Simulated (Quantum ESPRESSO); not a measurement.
SiAlGeN3S, convergence and cost over cutoff and k mesh

Simulated, not a measurement. The program is pw.x of Quantum ESPRESSO 7.5 (plane-wave density functional theory). The cell is made up: 7 atoms on a zincblende/diamond lattice with one site empty, with randomly drawn elements, strain and displacements, not relaxed. PseudoDojo standard norm-conserving files (v0.5 for PBE, v0.4.1 for LDA and PBEsol) set the functional; there is no spin polarisation, spin-orbit coupling or dispersion term, and the masses in the input are unused placeholders.

Input of the run in row 4:

```
&control calculation='scf', pseudo_dir='./dojo.nc.sr.pbe.v0_5.standard.upf', outdir='./o', disk_io='medium', tprnfor=.true., tstress=.true. /
&system ibrav=0, nat=7, ntyp=5, nbnd=27, ecutwfc=84.00895049, nosym=.true., tot_charge=0,
 occupations='smearing', smearing='fd', degauss=0.0018374661
/
&electrons conv_thr=7.350e-09, electron_maxstep=60, /
ATOMIC_SPECIES
Al 1.0 Al.upf
Ge 1.0 Ge.upf
N 1.0 N.upf
S 1.0 S.upf
Si 1.0 Si.upf
CELL_PARAMETERS angstrom
4.624 0.0073 0.0252
0.0073 4.5283 -0.0176
0.0252 -0.0176 4.6731
ATOMIC_POSITIONS angstrom
Si 0.1255 0.1097 0.0433
Al 2.4264 -0.0141 2.4252
Ge 2.329 2.3042 0.0093
N 1.3207 1.1522 1.234
N 1.0546 3.5859 3.4356
S 3.5293 1.1729 3.526
N 3.3362 3.4169 1.1743
K_POINTS automatic
4 4 4 1 1 1
```

The same cell was run at these settings. Meshes are shifted by half a step, and differences are from the last row, which is itself not exact.

```
cutoff (eV)     k mesh  k points solved  threshold (eV)  free energy less the last row's (eV)  pressure (GPa)  largest stress difference (GPa)  largest force difference (eV/Å)  iterations  wall time (s)  k-point pools              processor
        800  2 x 2 x 2                4           1e-04                                 1.137          -14.07                            14.01                            0.122          10             22              1  AMD EPYC, Zen 5 class
       1143  2 x 2 x 2                4           1e-07                                 0.247            0.16                             0.35                            0.116          13             32              1  AMD EPYC, Zen 5 class
        676  4 x 4 x 4               32           1e-07                                 6.920          -74.87                            74.96                            0.056          12             69              1  AMD EPYC, Zen 5 class
       1143  4 x 4 x 4               32           1e-07                                 0.002           -0.10                             0.01                            0.003          12            167              1  AMD EPYC, Zen 5 class
       1437  6 x 6 x 6              108           1e-07                                 0.000           -0.11                             0.00                            0.000          13            877              1  AMD EPYC, Zen 5 class
```

Each pool is one process. Wall times include start-up and a band step at six k points, which weighs most on the coarsest meshes. The runs were on shared virtual cores whose load varied, so times are rough.